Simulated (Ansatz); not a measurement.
NaCl (rock salt), conventional cell a = 5.696 Å, b = 5.696 Å, c = 5.696 Å, α = 90.00°, β = 90.00°, γ = 90.00°. The calculation uses the primitive cell of 2 atoms, to which meshes and values per cell refer.

The volume is varied about the relaxed value V₀ at fixed cell shape. Symmetry pins the atoms to their sites.

Method: PBE (plane waves to 420 eV, PAW, scalar-relativistic; Ansatz, a first-principles code). k mesh 10×10×10 (Γ-centred), Fermi-Dirac smearing 0.05 eV. The energy includes the smearing's −TS. Stress and pressure are positive under compression. NaCl was relaxed with its symmetry unable to fall. The zero of ΔE is the relaxed starting cell.

Give the computed ΔE (kJ/mol of atoms) and P (GPa) at V/V₀ = 0.947, 1.053, 1.107, 1.133, 1.160.


```
V/V₀   ΔE (kJ/mol of atoms)  P (GPa)
-----  --------------------  -------
0.947                  0.52     1.48
1.053                  0.42    -1.09
1.107                  1.54    -1.90
1.133                  2.31    -2.22
1.160                  3.18    -2.49
```

(A scan under strain: stresses follow from slopes of the energy per volume, elastic moduli from its curvatures.)
